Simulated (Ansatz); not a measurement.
Relaxed-ion elastic tensor of Ge in space group Fd-3m (No. 227; Ge on 8b, Ge on 32e, Ge on 96g) in GPa (Voigt order), r²SCAN+D4 in the plane-wave PAW code Ansatz; density 4.67 g/cm³, 25.84 Å³ per atom.

|  | 1 | 2 | 3 | 4 | 5 | 6 |
|---|---|---|---|---|---|---|
| 1 | 122 | 34.4 | 34.4 | 0.0 | 0.0 | 0.0 |
| 2 | 34.4 | 122 | 34.4 | 0.0 | 0.0 | 0.0 |
| 3 | 34.4 | 34.4 | 122 | 0.0 | 0.0 | 0.0 |
| 4 | 0.0 | 0.0 | 0.0 | 43.4 | 0.0 | 0.0 |
| 5 | 0.0 | 0.0 | 0.0 | 0.0 | 43.4 | 0.0 |
| 6 | 0.0 | 0.0 | 0.0 | 0.0 | 0.0 | 43.4 |

Problem. Is the crystal mechanically stable?

Solution. Yes: the smallest eigenvalue of C is 43.4 GPa.

Problem. Work out the Voigt, Reuss and Hill averages.

Solution. K_V = 63.8, K_R = 63.8, K_H = 63.8; G_V = 43.7, G_R = 43.7, G_H = 43.7 GPa.

Problem. Give Young's modulus, Poisson's ratio, Pugh's ratio and the universal anisotropy index.

Solution. E = 9KG/(3K + G) = 107 GPa; ν = 0.22; K/G = 1.46 (brittle by the Pugh limit of 1.75); A_U = 5G_V/G_R + K_V/K_R − 6 = 0.00.

Problem. Estimate the sound speeds and the Debye temperature.

Solution. v_l = √((K + 4G/3)/ρ) = 5110 m/s, v_t = √(G/ρ) = 3060 m/s, mean 3380 m/s; Θ = (h/k)(3n/4πV)^(1/3) v_m = 341 K.

Problem. Give the Zener ratio and Young's modulus along [100], [110] and [111].

Solution. A = 2C44/(C11 − C12) = 0.99; 1/E = S11 − 2(S11 − S12 − S44/2)Γ with Γ = 0, 1/4, 1/3 gives 107, 106, 106 GPa.

The workflow started from a Materials Project entry (that database holds measured and hypothetical structures alike). Its sites differ from those of the usual phase in this space group: another stacking or structure type. The cell was relaxed with r²SCAN+D4 under the symmetry of its start; whether a distortion lowers the energy is not shown.

Potentials: the later of the program's two PAW sets.
